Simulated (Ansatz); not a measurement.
# CsCdCl₃: energy along a strain

CsCdCl₃, Pm-3m, a = 5.200 Å (as given, not relaxed at this level: -1.9 GPa). The structure is a COD entry; whether it is the stable form wasn't checked. Ansatz: LDA, PAW, 420 eV, Γ-centred 6×6×6 mesh on 5 atoms, Gaussian smearing 0.05 eV; no spin polarisation. Cell vectors (Å): 5.200 0.000 0.000; 0.000 5.200 0.000; 0.000 0.000 5.200. The cell is strained by x per cent times the pattern (0 1 0 0 0 0) in the order xx yy zz yz xz xy (engineering shears), with fractional coordinates held. y is the free energy over the start, V0 = 28.122 Å³/atom.

```tsv
x (%)	y (meV/atom)
-2.00	?
-1.00	-2.79
0.00	0.00
0.50	1.80
1.50	6.12
2.00	8.62
```

Fit y = c1 x + c2 x² + c3 x³ to the other rows, get the stiffness along the pattern, and predict the missing energy.

Least squares on the rows shown. y = 3.336 x + 0.5262 x² − 0.01976 x³. The clamped-ion stiffness p·C·p = 2 × 5.262 eV × 160.2 / 28.122 Å³ = 60 GPa, which is C22 in these axes (C11 of the cubic crystal) (second derivative at the start, which stands under stress). At x = -2.00 the fit asked for gives -4.41 meV/atom. The run gave -4.41 meV/atom, the same to the digits shown. The form still works here, 33 % of the fitted range beyond its end.

Symmetry holds off the tilts and polar distortions that many cubic perovskites undergo.